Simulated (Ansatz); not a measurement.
Ni3Si (Cu3Au type)

```
CELL_PARAMETERS angstrom
      3.46107     0.00000     0.00000
      0.00000     3.46107     0.00000
      0.00000     0.00000     3.46107
ATOMIC_POSITIONS crystal
  Si 0.00000 0.00000 0.00000
  Ni 0.00000 0.50000 0.50000
  Ni 0.50000 0.00000 0.50000
  Ni 0.50000 0.50000 0.00000
```

The slice is a {100} plane (indices of the conventional cell) through the point (0.000, 0.500, 0.500) (fractional), spanned by u = [100] and v = [010] in vectors of this cell: u (3.46 Å) and v (3.46 Å, at 90° to u). It covers one period; positions are fractions (u, v).

Method: PBEsol (plane waves to 420 eV, PAW, scalar-relativistic; Ansatz, a program for electronic structure). k mesh 13×13×13. Near the nuclei the fields are pseudised (PAW); where an atom keeps semicore shells as valence, they peak there. At this level the bands of Ni3Si touch or barely overlap. Ni3Si is run without spin polarisation. Ni3Si was relaxed with its symmetry unable to fall.

Three fields on this plane, each scaled to ten steps between its own extremes (0 low, 9 high; the total valence density on a logarithmic scale, the potential cut 8 eV below its top; x marks points blanked near nuclei; v = 0 in the bottom row):

Map A
```
|xxxxxxxxx47899999874xxxxxxxx|
|xxxxxxxx0478999998740xxxxxxx|
|xxxxxxxx2567888887652xxxxxxx|
|xxxxxxxx3566777776653xxxxxxx|
|xxxxxxx134554444455431xxxxxx|
|xxxxxx0233320xxx0233320xxxxx|
|xxxxx12321xxxxxxxxx12321xxxx|
|xx0123320xxxxxxxxxxx0233210x|
|33344431xxxxxxxxxxxxx1344433|
|5555542xxxxxxxxxxxxxxx245555|
|6666541xxxxxxxxxxxxxxx145666|
|7776530xxxxxxxxxxxxxxx035677|
|777653xxxxxxxxxxxxxxxxx35677|
|777653xxxxxxxxxxxxxxxxx35677|
|777653xxxxxxxxxxxxxxxxx35677|
|7776530xxxxxxxxxxxxxxx035677|
|6666541xxxxxxxxxxxxxxx145666|
|5555542xxxxxxxxxxxxxxx245555|
|33344431xxxxxxxxxxxxx1344433|
|xx0123320xxxxxxxxxxx0233210x|
|xxxxx12321xxxxxxxxx12321xxxx|
|xxxxxx0233320xxx0233320xxxxx|
|xxxxxxx134554444455431xxxxxx|
|xxxxxxxx3566777776653xxxxxxx|
|xxxxxxxx2567888887652xxxxxxx|
|xxxxxxxx0478999998740xxxxxxx|
|xxxxxxxxx47899999874xxxxxxxx|
|xxxxxxxxx47899999874xxxxxxxx|
```

Map B
```
|xxxxxxxxx15899999851xxxxxxxx|
|xxxxxxxx0269999999620xxxxxxx|
|xxxxxxxx1589988899851xxxxxxx|
|xxxxxxxx3798654568973xxxxxxx|
|xxxxxxx379752111257973xxxxxx|
|xxxxxx3687310xxx0137863xxxxx|
|xxxxx36863xxxxxxxxx36863xxxx|
|xx0136863xxxxxxxxxxx3686310x|
|00146763xxxxxxxxxxxxx3676410|
|2346763xxxxxxxxxxxxxxx367643|
|4456641xxxxxxxxxxxxxxx146654|
|4555410xxxxxxxxxxxxxxx014555|
|445430xxxxxxxxxxxxxxxxx03454|
|444420xxxxxxxxxxxxxxxxx02444|
|445430xxxxxxxxxxxxxxxxx03454|
|4555410xxxxxxxxxxxxxxx014555|
|4456641xxxxxxxxxxxxxxx146654|
|2346763xxxxxxxxxxxxxxx367643|
|00146763xxxxxxxxxxxxx3676410|
|xx0136863xxxxxxxxxxx3686310x|
|xxxxx36863xxxxxxxxx36863xxxx|
|xxxxxx3687310xxx0137863xxxxx|
|xxxxxxx379752111257973xxxxxx|
|xxxxxxxx3798654568973xxxxxxx|
|xxxxxxxx1589988899851xxxxxxx|
|xxxxxxxx0269999999620xxxxxxx|
|xxxxxxxxx15899999851xxxxxxxx|
|xxxxxxxxx14899999841xxxxxxxx|
```

Map C
```
|xxxxxxxxx63210001236xxxxxxxx|
|xxxxxxxx9632110112369xxxxxxx|
|xxxxxxxx8543221223458xxxxxxx|
|xxxxxxxx7544333334457xxxxxxx|
|xxxxxxx976556666655679xxxxxx|
|xxxxxx9877789xxx9877789xxxxx|
|xxxxx98789xxxxxxxxx98789xxxx|
|xx9887789xxxxxxxxxxx9877889x|
|66666679xxxxxxxxxxxxx9766666|
|3334468xxxxxxxxxxxxxxx864433|
|2223468xxxxxxxxxxxxxxx864322|
|1112369xxxxxxxxxxxxxxx963211|
|001236xxxxxxxxxxxxxxxxx63210|
|001236xxxxxxxxxxxxxxxxx63210|
|001236xxxxxxxxxxxxxxxxx63210|
|1112369xxxxxxxxxxxxxxx963211|
|2223468xxxxxxxxxxxxxxx864322|
|3334468xxxxxxxxxxxxxxx864433|
|66666679xxxxxxxxxxxxx9766666|
|xx9887789xxxxxxxxxxx9877889x|
|xxxxx98789xxxxxxxxx98789xxxx|
|xxxxxx9877789xxx9877789xxxxx|
|xxxxxxx976556666655679xxxxxx|
|xxxxxxxx7544333334457xxxxxxx|
|xxxxxxxx8543221223458xxxxxxx|
|xxxxxxxx9632110112369xxxxxxx|
|xxxxxxxxx63210001236xxxxxxxx|
|xxxxxxxxx63100000136xxxxxxxx|
```

Q: Assign the maps to these fields: electron localisation function (ELF); valence electron density; electrostatic potential energy of an electron, from the cell's mean.

A: A is the electrostatic potential energy of an electron, from the cell's mean; B is the electron localisation function (ELF); C is the valence electron density.
